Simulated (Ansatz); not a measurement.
Te₃As₂:
```
Te3As2
1.0
    7.51319     2.01560     0.00000
   -7.51319     2.01560     0.00000
   -0.73368     0.00000    10.15206
Te As
6 4
Direct
  0.04039   0.95961   0.28856
  0.95961   0.04039   0.71144
  0.77752   0.22248   0.33238
  0.22248   0.77752   0.66762
  0.36809   0.63191   0.02838
  0.63191   0.36809   0.97162
  0.62125   0.37875   0.43328
  0.37875   0.62125   0.56672
  0.20737   0.79263   0.14086
  0.79263   0.20737   0.85914
```

Relaxed with r²SCAN. Special points in fractions of this cell's reciprocal vectors: Γ (0.000, 0.000, 0.000); C (0.268, 0.268, 0.000); C2 (-0.268, 0.732, 0.000); Y2 (-0.500, 0.500, 0.000); M2 (-0.500, 0.500, 0.500); D (-0.266, 0.734, 0.500); D2 (0.266, 0.266, 0.500); A (0.000, 0.000, 0.500); L2 (0.000, 0.500, 0.500); V2 (0.000, 0.500, 0.000).

List the band energies nearest the valence-band maximum at these points for the program Ansatz at the r²SCAN level (PAW).

In eV from the valence-band maximum; about four levels below and three above (degenerate sets whole), none deeper than 8.9 eV; points with the same levels are listed once.

```json
[
 {"k": "Γ", "below": "-0.68 -0.60 -0.59 -0.52", "above": "1.02 1.36 1.85"},
 {"k": "C", "below": "-1.30 -1.21 -1.15 -0.47", "above": "0.93 1.88 2.22"},
 {"k": "Y2", "below": "-0.79 -0.75 -0.61 -0.54", "above": "0.71 0.81 1.65"},
 {"k": "M2", "below": "-0.67 -0.53 -0.29 -0.22", "above": "0.55 0.62 1.17"},
 {"k": "D", "below": "-1.12 -1.01 -0.82 -0.78", "above": "1.21 1.26 1.54"},
 {"k": "A", "below": "-0.61 -0.53 -0.33 -0.26", "above": "0.72 0.76 1.29"},
 {"k": "L2", "below": "-1.21 -1.01 -0.90 -0.47", "above": "1.15 1.24 1.72"},
 {"k": "V2", "below": "-1.35 -1.20 -0.90 -0.74", "above": "1.19 1.66 1.93"}
]
```

Space group C2/m. The workflow started from a Materials Project entry (that database holds measured and hypothetical structures alike); the Crystallography Open Database files this formula in space group No. 12, but the cells were not matched. Whether it is the stable phase at ambient conditions was not checked. Symmetry was held in the r²SCAN relaxation; its stability against distortions is not shown here. A crystal of weakly bound chains computed without a dispersion correction: the cell and the soft elastic constants depend strongly on that. Scalar-relativistic: spin–orbit coupling is off unless named, which matters more the heavier the elements.

Potentials: the later of the program's two PAW sets.
